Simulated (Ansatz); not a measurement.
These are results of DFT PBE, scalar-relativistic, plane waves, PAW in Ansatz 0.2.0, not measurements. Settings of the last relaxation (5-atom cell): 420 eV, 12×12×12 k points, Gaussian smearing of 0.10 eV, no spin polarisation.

The zero of energy is the elements' standard structures at the same level; no fitted shifts are applied.

Task: Find a candidate tetragonal metal with formula Li₂GeAs₂, with a formation energy near −0.17 eV/atom and about 18 Å³ per atom, in a cell of 5 atoms. Its symmetry should be I4/mmm (No. 139).

Result: Li₂GeAs₂, space group I4/mmm (No. 139). Li has 4 As at 2.54 Å, 4 Li at 2.94 Å and 4 Ge at 3.37 Å; Ge has 8 As at 3.17 Å and 8 Li at 3.37 Å; As is surrounded by 1 As at 2.39 Å, 4 Li at 2.54 Å and 4 Ge at 3.17 Å.

```
Li Ge As
1.0
    -2.07982    2.07982    5.31022
     2.07982   -2.07982    5.31022
     2.07982    2.07982   -5.31022
Li Ge As
2 1 2
Direct
  0.75000 0.25000 0.50000
  0.25000 0.75000 0.50000
  0.00000 0.00000 0.00000
  0.38746 0.38746 0.00000
  0.61254 0.61254 0.00000
```

The volume per atom is 18.38 Å³ and the density is 4.27 g/cm³. The energy over the elements is −0.17 eV/atom and the gap on the 12×12×12 mesh of the 5-atom cell is 0 eV (a metal).

The structure comes from a generated guess, relaxed at this level; another structure or a mixture of phases may lie lower. The answer needn't be unique; the calculation gave this one.

The reference form of As is held partly by dispersion forces, which this level lacks. A structure relaxed within its symmetry needn't be a true minimum.
